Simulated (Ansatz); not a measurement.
WS₂:
```
CELL_PARAMETERS angstrom
      3.17171     0.00000     0.00000
     -1.58585     2.74678     0.00000
      0.00000     0.00000    12.55165
ATOMIC_POSITIONS crystal
  W  0.33333 0.66667 0.25000
  W  0.66667 0.33333 0.75000
  S  0.33333 0.66667 0.62567
  S  0.66667 0.33333 0.12567
  S  0.66667 0.33333 0.37433
  S  0.33333 0.66667 0.87433
```

r²SCAN+D4 (plane waves, PAW; program Ansatz) gives a gap of 1.18 eV without spin–orbit coupling, maximum at Γ, minimum on the K–Γ line, 48 % of the way from K.

Problem. What happens when spin–orbit coupling is switched on?

Solution. The gap drops by 0.06 eV, to 1.12 eV; maximum at Γ, minimum on the K–Γ line, 48 % of the way from K.

Problem. Give the electron effective mass with spin–orbit coupling.

Solution. 0.53, 0.56, 0.59 mₑ (principal values).

Problem. Give the hole effective mass with spin–orbit coupling.

Solution. 0.63, 0.63, 0.74 mₑ (principal values).

Space group P6_3/mmc. The cell was relaxed with r²SCAN+D4 under the symmetry of its start; of distortions, only those at the zone centre were tested. The run is not spin-polarised.

Potentials: the later of the program's two PAW sets.
